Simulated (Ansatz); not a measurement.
Given:

Li2O (anti-fluorite), conventional cell a = 4.626 Å, b = 4.626 Å, c = 4.626 Å, α = 90.00°, β = 90.00°, γ = 90.00°. The calculation uses the primitive cell of 3 atoms, to which meshes and values per cell refer.

This relaxed cell (volume V₀) is scaled evenly in all directions, its shape held. Symmetry pins the atoms to their sites.

Level of theory: PBE (plane waves to 420 eV, PAW, scalar-relativistic; Ansatz, an electronic-structure program). k mesh 12×12×12 (Γ-centred), Fermi-Dirac smearing 0.05 eV. Energies are smeared free energies. Stress and pressure are positive under compression. Li2O was relaxed with its symmetry unable to fall. ΔE is measured from the relaxed starting cell.

The scan covers V/V₀ from 0.940 to 1.060 in 11 points.

Question: What is ΔE at V/V₀ = 0.940?

Answer: 8.2 meV/atom.

Question: What pressure does the cell carry at V/V₀ = 0.940?

Answer: 5.53 GPa.

Question: What is ΔE at V/V₀ = 1.060?

Answer: 6.7 meV/atom.

(A scan under strain: stresses follow from slopes of the energy per volume, elastic moduli from its curvatures.)
